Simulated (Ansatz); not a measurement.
The relaxed structure here is a generated cell of Ta2N: the first start was made by placing the elements on the sites of a structure type, and the end was not matched to a known phase here, so it may be hypothetical.

One stationary structure of Ta₂N. Space group P-62m (No. 189). Calculation: r2SCAN (plane waves to 500 eV, PAW, scalar-relativistic; Ansatz, an electronic-structure program).

```cif
data_N3Ta6
_chemical_formula_sum 'Ta6 N3'
_space_group_name_H-M_alt 'P 1'
_space_group_IT_number 1
_cell_length_a 6.64359
_cell_length_b 6.64359
_cell_length_c 3.07637
_cell_angle_alpha 90.000
_cell_angle_beta 90.000
_cell_angle_gamma 120.000
loop_
_space_group_symop_operation_xyz
  'x, y, z'
loop_
_atom_site_label
_atom_site_type_symbol
_atom_site_fract_x
_atom_site_fract_y
_atom_site_fract_z
_atom_site_occupancy
Ta1 Ta 0.24656 0.00000 0.00000 1
Ta2 Ta 0.00000 0.24656 0.00000 1
Ta3 Ta 0.75344 0.75344 0.00000 1
Ta4 Ta 0.57986 0.00000 0.50000 1
Ta5 Ta 0.00000 0.57986 0.50000 1
Ta6 Ta 0.42014 0.42014 0.50000 1
N1 N 0.00000 0.00000 0.50000 1
N2 N 0.33333 0.66667 0.00000 1
N3 N 0.66667 0.33333 0.00000 1
```

| Property | Result |
|---|---|
| Volume per atom | 13.07 Å³ |
| Band gap | zero (metallic) |
| Shortest distances | N–Ta 2.25 Å; Ta–Ta 2.70 Å; N–N 3.08 Å |
| k-mesh | 8×8×15 |

Band energies at high-symmetry points (eV from the Fermi level; labels of this space group; no spin-orbit coupling), from −5 eV up to 1.5 eV:

```json
[
 {"point": "Γ", "energies": "-4.96 -4.46 -4.36 -3.49 -3.49 -2.95 -2.95 -2.83 -0.64 -0.64 -0.46 0.50 1.02 1.02 1.17 1.17 1.36 1.36 1.49"},
 {"point": "M", "energies": "-3.92 -3.88 -3.68 -3.56 -3.51 -2.58 -1.51 -1.29 -1.15 -0.59 -0.32 -0.17 0.05 0.06 0.09 0.68 0.87 1.05 1.24 1.39"},
 {"point": "K", "energies": "-3.72 -3.72 -3.59 -3.57 -3.57 -2.88 -1.14 -1.14 -1.03 -1.03 -0.41 -0.19 -0.19 0.18 0.52 0.52 0.67 0.83 1.37"},
 {"point": "A", "energies": "-3.93 -3.30 -3.30 -2.58 -2.58 -1.75 -1.33 -1.33 -0.99 -0.09 -0.09 1.17 1.47"},
 {"point": "L", "energies": "-3.50 -3.31 -2.98 -2.93 -2.62 -2.29 -2.13 -1.94 -0.92 -0.36 0.05 1.34"},
 {"point": "H", "energies": "-3.32 -3.19 -3.19 -3.08 -2.49 -2.37 -2.37 -1.39 -1.39 -0.11 -0.11"}
]
```

No spin polarisation in the result. The relaxed primitive cell holds an odd number of electrons. A magnetic state may lie lower.

The run could not lose the symmetry of its start: the end is stationary, and may be a saddle point rather than a minimum.
